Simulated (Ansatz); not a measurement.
Cu Kα1 powder pattern (kinematic, no thermal factors).
2θ (°) (relative intensity): 15.74 (100), 23.93 (94), 28.77 (22), 31.78 (27), 40.18 (26), 42.09 (20), 45.21 (8), 48.50 (9), 49.00 (30), 51.79 (24), 53.70 (11), 54.79 (13), 59.60 (22), 66.13 (7), 66.41 (2), 66.54 (9), 68.86 (6), 71.42 (14), 71.69 (2), 75.63 (8), 76.93 (3), 79.13 (2), 81.82 (2), 85.63 (3), 86.40 (2), 86.52 (7), 86.78 (5)

The pattern is computed from a structure relaxed with DFT PBE, scalar-relativistic, plane waves, PAW (Ansatz). Collinear spin, ending at 1.3 μB a primitive cell. Its elements are O, Zr.

Question: Give the structure.

Answer: ZrO$_{5}$.
Space group P6/mmm (No. 191). a = 4.290 Å, b = 4.290 Å, c = 5.626 Å, α = 90.00°, β = 90.00°, γ = 120.00°
```tsv
atom	site	symmetry	x	y	z
Zr	1a	6/mmm	0.0000	0.0000	0.0000
O	3f	mmm	0.5000	0.0000	0.0000
O	2e	6mm	0.0000	0.0000	0.3879
```

A pattern alone doesn't exclude other cells with like lines; this is the one computed.

Another cell of ZrO5 relaxed alike, in P6/mmm, lies 35 meV/atom lower, so this cell isn't the stable form at this level.

The structure comes from a generated guess; another structure or a mixture of phases may lie lower.
